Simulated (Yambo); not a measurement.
Yambo run on Ba2ScCuO4 (space group P4/mmm, No. 123). The wavefunctions come from this Quantum ESPRESSO step (PBEsol, PseudoDojo standard norm-conserving files, scalar-relativistic):

```
&CONTROL
  calculation = 'nscf'
  pseudo_dir = './pseudo'
  outdir = './out'
/
&SYSTEM
  ibrav = 0
  nat = 8
  ntyp = 4
  ecutwfc = 92.0
  ecutrho = 368.0
  occupations = 'fixed'
  force_symmorphic = .true.
  nbnd = 216
/
&ELECTRONS
  conv_thr = 8e-09
  diago_full_acc = .true.
  diago_thr_init = 1e-08
/
ATOMIC_SPECIES
O 15.9990 O.upf
Sc 44.9559 Sc.upf
Cu 63.5460 Cu.upf
Ba 137.3270 Ba.upf
CELL_PARAMETERS angstrom
  4.176960000000   0.000000000000   0.000000000000
  0.000000000000   4.176960000000   0.000000000000
  0.000000000000   0.000000000000   8.078860000000
ATOMIC_POSITIONS crystal
O   0.000000000000   0.500000000000   0.000000000000
O   0.500000000000   0.000000000000   0.000000000000
O   0.000000000000   0.000000000000   0.724670000000
O   0.000000000000   0.000000000000   0.275330000000
Sc   0.000000000000   0.000000000000   0.000000000000
Cu   0.000000000000   0.000000000000   0.500000000000
Ba   0.500000000000   0.500000000000   0.767980000000
Ba   0.500000000000   0.500000000000   0.232020000000
K_POINTS automatic
2 2 1 0 0 0
```

Yambo input:

```
rim_cut
gw0
dyson
el_el_corr
HF_and_locXC
ppa
em1d
RandQpts= 1000000
RandGvec= 1 Ry
EXXRLvcs= 92 Ry
VXCRLvcs= 368 Ry
Chimod= "HARTREE"
% BndsRnXp
 6 | 214 |
%
NGsBlkXp= 7 Ry
% LongDrXp
 1.0 | 1.0 | 1.0 |
%
PPAPntXp= 27.2114 eV
% GbndRnge
 1 | 214 |
%
GTermKind= "BG"
DysSolver= "n"
ExtendOut
% QPkrange
 1 | 1 | 37 | 38 |
 2 | 2 | 37 | 38 |
 3 | 3 | 37 | 38 |
%
```

k points by index: 1 = Γ, 2 = X, 3 = M.

The o-*.qp file then holds:

```
#    K-point    Band    Eo [eV]    E [eV]    E-Eo [eV]    Vxc [eV]    Vnlxc [eV]    Sc|Eo [eV]    Sc|E [eV]    dSc/dw|Eo [eV]    Re(Z)    Im(Z)
#
    1    37    -0.228330    -0.756965    -0.528635    -25.78552    -32.50034    6.006665    6.186177    -9.236808    0.746573    -0.001753
    1    38    2.195352    3.040607    0.845255    -19.01007    -15.15633    -2.791833    -3.008485    -6.973985    0.795993    -0.001306
    2    37    -0.038964    -0.547906    -0.508943    -25.16093    -31.70211    5.862035    6.032239    -9.097045    0.749448    -0.001586
    2    38    1.985785    2.376171    0.390386    -9.654522    -5.860409    -3.323216    -3.403727    -5.610568    0.829059    -0.001153
    3    37    0.000000    -0.520922    -0.520922    -25.75101    -32.45031    6.002363    6.178379    -9.191291    0.747507    -0.001615
    3    38    2.478408    2.987566    0.509158    -9.966546    -5.945310    -3.405724    -3.512078    -5.682953    0.827235    -0.001147
```
(The two width columns are left out.) Convergence of these settings isn't established.

Geometry of the Materials Project entry, not relaxed at this level.

The structure is a Materials Project entry; no match was found in the copy of COD used, and its stability was not checked.
